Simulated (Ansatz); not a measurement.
This run works on a generated trial structure, not on a known crystal.

Input and command of a plane-wave DFT calculation in Ansatz:

```yaml
crystal:
  lattice:
    - [4.1962774389, 0.0, 0.0]
    - [0.0, 4.1962774389, 0.0]
    - [0.0, 0.0, 8.093978417]
  atoms:
    - { symbol: Ti, position: [0.5, 0.0, 0.739377262] }
    - { symbol: Ti, position: [0.0, 0.5, 0.260622738] }
    - { symbol: Sn, position: [0.5, 0.5, 0.0] }
    - { symbol: Te, position: [0.5, 0.0, 0.3760523898] }
    - { symbol: Te, position: [0.0, 0.5, 0.6239476102] }
    - { symbol: Te, position: [0.0, 0.0, 0.0] }
basis:
  ecutwfc: 420
kpoints:
  mp_grid: { grid: [10, 10, 6] }
hamiltonian:
  xc: pbe
scf:
  occupations: { method: gaussian, width: 0.1 }
output:
  forces: true
  stress: true
  eigenvalues: true
relax:
  adjacent_minimum: "off"
  f_tol: 0.01
  max_steps: 80
  cell: { stress_tol: 0.05 }
```

```bash
ansatz run input.yaml --threads 1 --pin off --max-ram 2560MiB --backend cpu --events-out ev --progress --plain --runs-dir out
```

Processor: Intel(R) Xeon(R) Processor @ 2.50GHz (Skylake/Cascade Lake), 1 thread, on a host shared with other jobs.

**Question.** How long does it run, and how much memory does it take?

**Answer.** About 6.4 min, peak memory 0.74 GiB. It solves 52 bands at 84 k points (after reduction by symmetry) with about 2735 plane waves (on the last cell), in 26 SCF iterations over 4 ionic steps.
